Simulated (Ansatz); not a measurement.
MoSe$_{2}$ in space group P6_3/mmc (No. 194; Se on 4f, Mo on 2c), PBE+D3(BJ) (plane waves, PAW; program Ansatz). The conduction-band minimum lies on the K–Γ line, 45 % of the way from K, with 6 equivalent valleys. Second derivatives d²E/dk² of the lowest band at one valley (eV·Å²), along Cartesian directions:

```tsv
direction	d²E/dk²
[100]	12.59
[010]	15.08
[001]	16.19
[110]	11.69
[101]	14.39
[011]	15.64
```

Task: Find the principal effective masses, the density-of-states mass and the conductivity mass.

Result: Off-diagonal terms follow from H_xy = H[110] − (H_xx + H_yy)/2, and m*/mₑ = 7.620 eV·Å² over each eigenvalue: 0.47, 0.47, 0.67. One valley's DOS mass (m₁m₂m₃)^(1/3) = 0.53, conductivity mass 3/(Σ 1/mᵢ) = 0.52 mₑ.

Task: What effective density of states Nc follows at 300 K for parabolic valleys?

Result: Nc = 2.509e19 × 6 × (0.53)^(3/2) ≈ 5.8e19 cm⁻³.

Task: With the computed static dielectric constant 14.7 (mean of the diagonal), estimate a hydrogenic donor's binding energy and radius.

Result: E = 13.606 eV × 0.52/14.7² ≈ 33 meV; a = 0.529 Å × ε/m* ≈ 15 Å. Semilocal masses tend to be too small where the gap is.

Symmetry was held in the PBE+D3(BJ) relaxation; phonons on a q-mesh show no instability. The run is not spin-polarised. Spin–orbit coupling is left out wherever it is not named.

Potentials: the later of the program's two PAW sets.
